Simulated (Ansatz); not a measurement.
**ScSi10: computed properties**

The calculation used DFT PBE, scalar-relativistic, plane waves, PAW in Ansatz.

Settings: cutoff 420 eV, Γ-centred mesh 6×6×6 on the computed 11-atom cell, Gaussian smearing of 0.10 eV; no spin polarisation.

The structure is relaxed at this level of theory with its symmetry kept, and needn't be the ground state of this composition.

```
Sc Si
1.0
     5.88067    0.00000    0.00000
    -2.94033    5.09281    0.00000
     0.00000    0.00000    6.45169
Sc Si
1 10
Direct
  0.00000 0.00000 0.00000
  0.33333 0.66667 0.18507
  0.33333 0.66667 0.81493
  0.66667 0.33333 0.81493
  0.66667 0.33333 0.18507
  0.27417 0.00000 0.64882
  0.00000 0.27417 0.64882
  0.72583 0.72583 0.64882
  0.00000 0.72583 0.35118
  0.72583 0.00000 0.35118
  0.27417 0.27417 0.35118
```

(1) Formation energy from the elements' standard states (uncorrected)?

(2) Kohn–Sham band gap?

(3) Density of states at the Fermi level?

(4) Orbital (Löwdin) character within 0.5 eV of the Fermi level?

Spin polarisation was left out, and a magnetic state may lie lower.

## Answers

(1) +0.259 eV/atom.

(2) none (metal).

(3) 6.3 states/eV per cell.

(4) Si 3p 60 %, Si 3s 17 %, Sc 3d 16 %, unprojected 7 %.

The cell was found from a structure generator's guess, not taken from experiment. Löwdin shares on free-atom orbitals overweight diffuse shells.
